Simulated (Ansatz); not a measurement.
Tc (hcp (Mg type), P6_3/mmc) under volume change, PBE+D3(BJ) (plane waves, PAW; program Ansatz), shape and atoms relaxed at each volume.

```tsv
V (Å³/atom)	E − E(relaxed) (meV/atom)	P (GPa)
12.827	134.3	36.90
13.250	56.3	22.56
13.673	13.3	10.36
14.096	0.0	0.00
14.518	11.9	-8.80
14.941	45.3	-16.26
15.364	96.8	-22.56
```

Problem. What does a third-order Birch–Murnaghan fit give for V₀, B₀ and B′?

Solution. V₀ = 14.10 Å³/atom, B₀ = 317 GPa, B′ = 4.4.

The PBE+D3(BJ) relaxation kept the symmetry of its start. No spin polarisation was allowed. The pairwise dispersion correction was not fitted to metals.

Potentials: the later of the program's two PAW sets.
